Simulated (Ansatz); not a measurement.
# Notes on Na6ZnSn2

```
Sn Zn Na
1.0
     5.01230    2.72242    0.00000
     5.01230   -2.72242    0.00000
     1.30101    0.00000   -9.17579
Sn Zn Na
2 1 6
Direct
  0.14474 0.14474 0.75097
  0.85526 0.85526 0.24903
  0.00000 0.00000 0.00000
  0.47030 0.47030 0.72470
  0.52970 0.52970 0.27530
  0.29260 0.29260 0.07050
  0.70740 0.70740 0.92950
  0.17360 0.17360 0.40920
  0.82640 0.82640 0.59080
```

Method: r2SCAN, no spin polarisation; PAW, plane waves to 500 eV, 6×6×3 Γ-centred mesh, gaussian occupations (width 0.0418 eV) (Ansatz 0.2.0), atoms fixed.

Contacts: Sn–Zn at 2.55 Å: least valence density 0.38 e/Å³ and ELF 0.46 there. Na–Zn at 3.09 Å: least valence density 0.06 e/Å³ and ELF 0.03 there. Na–Sn at 3.14 Å: least valence density 0.08 e/Å³ and ELF 0.04 there, a closed-shell (ionic or weak) contact. Both are smooth PAW fields, read partly inside the augmentation spheres.
Electronic structure: The gap is 0.11 eV, indirect (the least direct gap found is 0.49 eV).
Stress: The pressure is 0.2 GPa (compression positive), so with the atoms held at these fractions the cell is close to zero pressure.
Formation energy: -0.23 eV an atom against the elements' usual phases (free molecules for gases, crystals otherwise, with no correction for O₂ or N₂), so it is bound against them; other compounds may still compete. Relaxing would lower it.

Origin: a database entry at a rescaled volume. Caveats: no spin-orbit coupling, which can shift this gap by tenths of an eV.
